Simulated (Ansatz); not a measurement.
SiC:
Space group P6₃/mmc (No. 194); a = b = 3.128 Å, c = 4.979 Å, α = β = 90.00°, γ = 120.00°

```csv
atom,site,symmetry,x,y,z
Si,2c,-6m2,0.3333,0.6667,0.2500
C,2d,-6m2,0.6667,0.3333,0.2500
```

Relaxed with r²SCAN+D4.

Tabulate the valence density and the electron localisation function along the shortest Si–C contact (1.81 Å), the program Ansatz at the r²SCAN+D4 level (PAW).



| distance from Si (Å) | density (e/Å³) | ELF |
|---|---|---|
| 0.18 | 0.08 | 0.35 |
| 0.27 | 0.13 | 0.25 |
| 0.36 | 0.22 | 0.29 |
| 0.45 | 0.34 | 0.46 |
| 0.54 | 0.49 | 0.67 |
| 0.63 | 0.64 | 0.82 |
| 0.72 | 0.77 | 0.89 |
| 0.81 | 0.90 | 0.92 |
| 0.90 | 1.01 | 0.93 |
| 0.99 | 1.14 | 0.92 |
| 1.08 | 1.28 | 0.91 |
| 1.17 | 1.44 | 0.88 |
| 1.26 | 1.61 | 0.82 |
| 1.35 | 1.76 | 0.70 |
| 1.44 | 1.85 | 0.48 |
| 1.53 | 1.86 | 0.24 |
| 1.63 | 1.81 | 0.07 |

The density is the valence pseudo-density with augmentation charge, so density and ELF within about 1 Å of a nucleus are not all-electron values.

Space group P6_3/mmc. The start of the workflow was typed in or built on a structure type; neither database checked (COD, Materials Project) lists it. It is not the phase usual at ambient conditions (space group No. 186, 216). Symmetry was held in the r²SCAN+D4 relaxation; its stability against distortions is not shown here. The volume moved by -46 % from the start of the relaxation. Its formation energy is positive at this level, so the cell may be metastable or incomplete.

Potentials: the later of the program's two PAW sets.
